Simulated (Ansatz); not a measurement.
MgS (rock salt): values from a third-order Birch-Murnaghan fit to a volume scan beside measured ones. Computed values: r2SCAN (plane waves to 500 eV, PAW, scalar-relativistic; Ansatz, a quantum-chemistry and plane-wave program). MgS was relaxed with its symmetry unable to fall.

```tsv
quantity	reference	kind	r2SCAN	difference
Lattice constant a (Å)	5.188	measured, corrected to the static lattice	5.203	+0.3 %
Bulk modulus B₀ (GPa)	81	measured, corrected to the static lattice	79.8	-1.5 %
```

For the lattice constant a it lies within 0.3 % of the reference. For the bulk modulus B₀ it lies within 5 % of the reference.

References as given in: Tamar Goldzak, Xiao Wang, Hong-Zhou Ye et al., The Journal of Chemical Physics (2022), arXiv:2208.04865.

(A scan under strain: stresses follow from slopes of the energy per volume, elastic moduli from its curvatures.)
